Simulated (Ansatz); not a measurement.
Li: what symmetry allows forces and stress to be

```yaml
crystal:
  lattice:
    - [1.61050, 0.92982, 7.99579]
    - [-1.61050, 0.92982, 7.99579]
    - [0.00000, -1.85965, 7.99579]
  atoms:
    - { symbol: Li, position: [0.00000, 0.00000, 0.00000] }
    - { symbol: Li, position: [0.21393, 0.21393, 0.21393] }
    - { symbol: Li, position: [0.78607, 0.78607, 0.78607] }
```

All numbers below come from DFT PBEsol, scalar-relativistic, plane waves, PAW (Ansatz 0.2.0).

Cutoff 420 eV; k points 15×15×15 on the computed 3-atom cell (Γ-centred); Gaussian smearing, width 0.10 eV; no spin polarisation.

This distorted cell has space group R-3m, with 12 operations.

Problem. Without a calculation: in which directions can each atom feel a force?

Solution. A force must be left unchanged by every operation that keeps its atom in place, so it lies in the space that those operations leave fixed. Atoms that the group maps onto each other feel forces of one size.
```json
{"atom": "Li1", "site symmetry": "-3m", "operations at the site": "12", "equivalent to atom": "1", "allowed force (Cartesian)": "none"}
{"atom": "Li2", "site symmetry": "3m", "operations at the site": "6", "equivalent to atom": "2", "allowed force (Cartesian)": "along (0.00, 0.00, 1.00)"}
{"atom": "Li3", "site symmetry": "3m", "operations at the site": "6", "equivalent to atom": "2", "allowed force (Cartesian)": "along (0.00, 0.00, 1.00)"}
```

That leaves 1 independent force component of 9. A relaxation in this cell that keeps the symmetry moves the atoms in these directions alone.

Problem. And the stress tensor?

Solution. It must be invariant under the point group, which leaves 2 independent components: yz, xz, xy vanish; xx = yy.

Problem. Do the computed values obey this?

Solution. Yes. Forces (eV/Å):
```
Li1  0.000  0.000  0.000
Li2  0.000  0.000  0.330
Li3  0.000  0.000 -0.330
```

Stress (GPa, compression positive, xx yy zz yz xz xy): -1.46 -1.46 -1.52 0.00 0.00 0.00. The program imposes the same operations on density, forces and stress, so this confirms the analysis and is no independent test of the calculation.

This form isn't the element's structure at ambient conditions.